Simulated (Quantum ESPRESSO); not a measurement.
# Kohn-Sham bands of Cs2O2 (Immm)

```xyz
4
Lattice="-4.3337 0.0000 0.0000 -2.1669 -3.2187 3.7788 -2.1669 3.2187 3.7788" Properties=species:S:1:pos:R:3 pbc="T T T"
Cs     0.0000     0.0000     1.9163
Cs     0.0000     0.0000    -1.9163
O      0.0000    -2.4642     0.0000
O      0.0000     2.4642     0.0000
```

Materials Project entry mp-7896; symmetrised, unrelaxed at this level. Not found in the COD (Crystallography Open Database) copy used; not checked further. Level: PBEsol, no spin polarisation, no spin-orbit coupling; pw.x of Quantum ESPRESSO at 68 Ry with PseudoDojo potentials, 8×8×8 k-points, Wannier90. Density: 8×8×8 mesh, cold smearing 0.01 Ry. Spin-orbit coupling is left out although heavy elements are present.

List the Kohn-Sham levels between −8 and 4.7 eV relative to the valence-band maximum at the high-symmetry points, as a band run of pw.x on that density gives them (levels within 2 meV counted together).


```json
[
 {"point": "Γ", "k (reciprocal lattice)": "0.000 0.000 0.000", "levels (eV)": "-7.94, -5.35, -3.86, -3.80, -0.70, 0.00, 1.79, 2.08, 2.86, 4.14"},
 {"point": "X", "k (reciprocal lattice)": "0.000 0.500 0.500", "levels (eV)": "-8.00, -7.82, -7.76, -5.20, -3.99, -3.53, -0.62, -0.43, 2.03, 3.49, 3.63, 3.87"},
 {"point": "F_2", "k (reciprocal lattice)": "-0.336 0.332 0.332", "levels (eV)": "-7.81, -5.25, -3.52, -3.46, -0.62, -0.60, 2.65, 3.45, 4.28"},
 {"point": "Σ_0", "k (reciprocal lattice)": "-0.664 -0.332 -0.332", "levels (eV)": "-7.81, -5.25, -3.52, -3.46, -0.62, -0.60, 2.65, 3.45, 4.28"},
 {"point": "Y_0", "k (reciprocal lattice)": "0.000 -0.431 0.431", "levels (eV)": "-7.88, -7.83, -5.20, -3.95, -3.54, -0.62, -0.44, 2.08, 3.22, 3.81, 4.15"},
 {"point": "U_0", "k (reciprocal lattice)": "0.000 0.431 0.569", "levels (eV)": "-7.88, -7.83, -5.20, -3.95, -3.54, -0.62, -0.44, 2.08, 3.22, 3.81, 4.15"},
 {"point": "R", "k (reciprocal lattice)": "-0.500 0.000 0.000", "levels (eV)": "-5.19, -3.46, -3.35, -0.78, -0.38, 2.81, 3.30"},
 {"point": "W", "k (reciprocal lattice)": "-0.500 -0.250 0.250", "levels (eV)": "-5.21, -3.50, -3.37, -0.80, -0.64, 3.06, 3.28, 3.55, 3.93"},
 {"point": "S", "k (reciprocal lattice)": "0.000 0.000 0.500", "levels (eV)": "-5.23, -3.80, -3.66, -0.52, -0.44, 2.47, 3.72, 3.75"},
 {"point": "T", "k (reciprocal lattice)": "-0.500 -0.500 0.000", "levels (eV)": "-7.87, -5.24, -3.53, -3.39, -0.79, -0.70, 2.64, 2.97, 3.30, 4.34"}
]
```
